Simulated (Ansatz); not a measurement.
Input, command and steps of an Ansatz relaxation.

```yaml
crystal:
  lattice:
    - [4.99, -2.515, 0.0]
    - [4.99, 2.515, 0.0]
    - [-2.5762372965, 0.0, 6.4815042876]
  atoms:
    - { symbol: V, position: [0.0, 0.0, 0.5], spin: 1.46 }
    - { symbol: V, position: [0.0, 0.0, 0.0], spin: 1.46 }
    - { symbol: V, position: [0.374, 0.374, 0.286], spin: 1.29 }
    - { symbol: V, position: [0.374, 0.374, 0.786], spin: 1.29 }
    - { symbol: V, position: [0.626, 0.626, 0.214], spin: 1.29 }
    - { symbol: V, position: [0.626, 0.626, 0.714], spin: 1.29 }
    - { symbol: O, position: [0.572, 0.272, 0.561] }
    - { symbol: O, position: [0.272, 0.572, 0.061] }
    - { symbol: O, position: [0.15, 0.85, 0.75] }
    - { symbol: O, position: [0.85, 0.15, 0.25] }
    - { symbol: O, position: [0.042, 0.342, 0.648] }
    - { symbol: O, position: [0.342, 0.042, 0.148] }
    - { symbol: O, position: [0.428, 0.728, 0.439] }
    - { symbol: O, position: [0.728, 0.428, 0.939] }
    - { symbol: O, position: [0.958, 0.658, 0.352] }
    - { symbol: O, position: [0.658, 0.958, 0.852] }
basis:
  ecutwfc: 420
kpoints:
  mp_grid: { grid: [8, 8, 6] }
hamiltonian:
  xc: pbesol
scf:
  occupations: { method: gaussian, width: 0.1 }
output:
  forces: true
  stress: true
  eigenvalues: true
  populations: true
magnetization:
  spin_polarized: true
relax:
  adjacent_minimum: "off"
  f_tol: 0.01
  max_steps: 40
```

```bash
ansatz run input.yaml --threads 4 --pin off --max-ram 10240MiB --backend cpu --events-out ev --progress --plain --runs-dir out
```

Computed with DFT PBEsol, scalar-relativistic, plane waves, PAW in Ansatz.

Of 6 frames 6 are shown, positions in Å and forces in eV/Å; the SCF threshold varies from step to step.

```xyz
16
Lattice="4.9900 -2.5150 0.0000 4.9900 2.5150 0.0000 -2.5762 0.0000 6.4815" Properties=species:S:1:pos:R:3:forces:R:3 pbc="T T T" step=1 free_energy_over_end_meV_per_atom=44.67
V    -1.2881    0.0000    3.2408    0.0000    0.0000    0.0000
V     0.0000    0.0000    0.0000    0.0000    0.0000    0.0000
V     2.9957    0.0000    1.8537   -0.7960    0.3390   -0.2745
V     1.7076    0.0000    5.0945   -0.7960   -0.3390   -0.2745
V     5.6962    0.0000    1.3870    0.7960    0.3390    0.2745
V     4.4080    0.0000    4.6278    0.7960   -0.3390    0.2745
O     2.7663   -0.7545    3.6361   -0.1341   -0.2619   -0.3388
O     4.0544    0.7545    0.3954   -0.1341    0.2619   -0.3388
O     3.0578    1.7605    4.8611    0.0000   -1.6894    0.0000
O     4.3459   -1.7605    1.6204    0.0000    1.6894    0.0000
O     0.2468    0.7545    4.2000   -0.0725    0.4210    0.7235
O     1.5349   -0.7545    0.9593   -0.0725   -0.4210    0.7235
O     4.6375    0.7545    2.8454    0.1341    0.2619    0.3388
O     3.3494   -0.7545    6.0861    0.1341   -0.2619    0.3388
O     7.1570   -0.7545    2.2815    0.0725   -0.4210   -0.7235
O     5.8689    0.7545    5.5222    0.0725    0.4210   -0.7235
16
Lattice="4.9900 -2.5150 0.0000 4.9900 2.5150 0.0000 -2.5762 0.0000 6.4815" Properties=species:S:1:pos:R:3:forces:R:3 pbc="T T T" step=2 free_energy_over_end_meV_per_atom=18.56
V    -1.2881    0.0000    3.2408    0.0000    0.0000    0.0000
V     0.0000    0.0000    0.0000    0.0000    0.0000    0.0000
V     2.9843    0.0288    1.8491   -0.4497    0.2040   -0.2088
V     1.6962   -0.0288    5.0898   -0.4497   -0.2040   -0.2088
V     5.7076    0.0288    1.3917    0.4497    0.2040    0.2088
V     4.4195   -0.0288    4.6324    0.4497   -0.2040    0.2088
O     2.7592   -0.7624    3.6198   -0.0512   -0.2037   -0.1446
O     4.0473    0.7624    0.3791   -0.0512    0.2037   -0.1446
O     3.0578    1.6787    4.8611    0.0000   -1.2121    0.0000
O     4.3459   -1.6787    1.6204    0.0000    1.2121    0.0000
O     0.2225    0.7353    4.2529    0.0173    0.3850    0.3859
O     1.5106   -0.7353    1.0122    0.0173   -0.3850    0.3859
O     4.6445    0.7624    2.8617    0.0512    0.2037    0.1446
O     3.3564   -0.7624    6.1024    0.0512   -0.2037    0.1446
O     7.1813   -0.7353    2.2286   -0.0173   -0.3850   -0.3859
O     5.8931    0.7353    5.4693   -0.0173    0.3850   -0.3859
16
Lattice="4.9900 -2.5150 0.0000 4.9900 2.5150 0.0000 -2.5762 0.0000 6.4815" Properties=species:S:1:pos:R:3:forces:R:3 pbc="T T T" step=3 free_energy_over_end_meV_per_atom=0.19
V    -1.2881    0.0000    3.2408    0.0000    0.0000    0.0000
V     0.0000    0.0000    0.0000    0.0000    0.0000    0.0000
V     2.9724    0.0351    1.8276    0.0111    0.0157    0.0109
V     1.6842   -0.0351    5.0683    0.0111   -0.0157    0.0109
V     5.7195    0.0351    1.4132   -0.0111    0.0157   -0.0109
V     4.4314   -0.0351    4.6539   -0.0111   -0.0157   -0.0109
O     2.7515   -0.7975    3.6037   -0.0283    0.0390   -0.0562
O     4.0396    0.7975    0.3629   -0.0283   -0.0390   -0.0562
O     3.0578    1.5129    4.8611    0.0000    0.0484    0.0000
O     4.3459   -1.5129    1.6204    0.0000   -0.0484    0.0000
O     0.2025    0.7555    4.3037    0.0970   -0.0213    0.0129
O     1.4907   -0.7555    1.0629    0.0970    0.0213    0.0129
O     4.6523    0.7975    2.8778    0.0283   -0.0390    0.0562
O     3.3642   -0.7975    6.1186    0.0283    0.0390    0.0562
O     7.2012   -0.7555    2.1778   -0.0970    0.0213   -0.0129
O     5.9131    0.7555    5.4186   -0.0970   -0.0213   -0.0129
16
Lattice="4.9900 -2.5150 0.0000 4.9900 2.5150 0.0000 -2.5762 0.0000 6.4815" Properties=species:S:1:pos:R:3:forces:R:3 pbc="T T T" step=4 free_energy_over_end_meV_per_atom=0.01
V    -1.2881    0.0000    3.2408    0.0000    0.0000    0.0000
V     0.0000    0.0000    0.0000    0.0000    0.0000    0.0000
V     2.9734    0.0423    1.8287    0.0115   -0.0080    0.0065
V     1.6853   -0.0423    5.0695    0.0115    0.0080    0.0065
V     5.7185    0.0423    1.4120   -0.0115   -0.0080   -0.0065
V     4.4304   -0.0423    4.6528   -0.0115    0.0080   -0.0065
O     2.7499   -0.7934    3.6007    0.0030   -0.0177   -0.0109
O     4.0381    0.7934    0.3599    0.0030    0.0177   -0.0109
O     3.0578    1.5174    4.8611    0.0000    0.0121    0.0000
O     4.3459   -1.5174    1.6204    0.0000   -0.0121    0.0000
O     0.2110    0.7532    4.3021    0.0050    0.0012    0.0028
O     1.4991   -0.7532    1.0614    0.0050   -0.0012    0.0028
O     4.6538    0.7934    2.8808   -0.0030    0.0177    0.0109
O     3.3657   -0.7934    6.1216   -0.0030   -0.0177    0.0109
O     7.1927   -0.7532    2.1794   -0.0050   -0.0012   -0.0028
O     5.9046    0.7532    5.4201   -0.0050    0.0012   -0.0028
16
Lattice="4.9900 -2.5150 0.0000 4.9900 2.5150 0.0000 -2.5762 0.0000 6.4815" Properties=species:S:1:pos:R:3:forces:R:3 pbc="T T T" step=5 free_energy_over_end_meV_per_atom=0.00
V    -1.2881    0.0000    3.2408    0.0000    0.0000    0.0000
V     0.0000    0.0000    0.0000    0.0000    0.0000    0.0000
V     2.9744    0.0405    1.8289   -0.0124    0.0101   -0.0031
V     1.6863   -0.0405    5.0696   -0.0124   -0.0101   -0.0031
V     5.7174    0.0405    1.4119    0.0124    0.0101    0.0031
V     4.4293   -0.0405    4.6526    0.0124   -0.0101    0.0031
O     2.7503   -0.7950    3.6000   -0.0027    0.0015    0.0037
O     4.0384    0.7950    0.3593   -0.0027   -0.0015    0.0037
O     3.0578    1.5187    4.8611    0.0000    0.0008    0.0000
O     4.3459   -1.5187    1.6204    0.0000   -0.0008    0.0000
O     0.2117    0.7547    4.3023   -0.0019    0.0019   -0.0005
O     1.4998   -0.7547    1.0615   -0.0019   -0.0019   -0.0005
O     4.6535    0.7950    2.8815    0.0027   -0.0015   -0.0037
O     3.3654   -0.7950    6.1222    0.0027    0.0015   -0.0037
O     7.1921   -0.7547    2.1792    0.0019   -0.0019    0.0005
O     5.9039    0.7547    5.4200    0.0019    0.0019    0.0005
16
Lattice="4.9900 -2.5150 0.0000 4.9900 2.5150 0.0000 -2.5762 0.0000 6.4815" Properties=species:S:1:pos:R:3:forces:R:3 pbc="T T T" step=6 free_energy_over_end_meV_per_atom=0.00
V    -1.2881    0.0000    3.2408    0.0000    0.0000    0.0000
V     0.0000    0.0000    0.0000    0.0000    0.0000    0.0000
V     2.9739    0.0414    1.8289    0.0007    0.0010    0.0006
V     1.6858   -0.0414    5.0696    0.0007   -0.0010    0.0006
V     5.7180    0.0414    1.4119   -0.0007    0.0010   -0.0006
V     4.4298   -0.0414    4.6526   -0.0007   -0.0010   -0.0006
O     2.7500   -0.7949    3.6001    0.0006    0.0004   -0.0004
O     4.0381    0.7949    0.3594    0.0006   -0.0004   -0.0004
O     3.0578    1.5187    4.8611    0.0000   -0.0009    0.0000
O     4.3459   -1.5187    1.6204    0.0000    0.0009    0.0000
O     0.2117    0.7542    4.3021   -0.0006    0.0014    0.0002
O     1.4998   -0.7542    1.0614   -0.0006   -0.0014    0.0002
O     4.6538    0.7949    2.8814   -0.0006   -0.0004    0.0004
O     3.3656   -0.7949    6.1221   -0.0006    0.0004    0.0004
O     7.1921   -0.7542    2.1794    0.0006   -0.0014   -0.0002
O     5.9040    0.7542    5.4202    0.0006    0.0014   -0.0002
```

It took 4.3 min on 4 threads of Intel(R) Xeon(R) 6975P-C (Granite Rapids) (shared host), peak memory 2.5 GiB.

Moments started parallel, and an antiferromagnetic order may lie lower.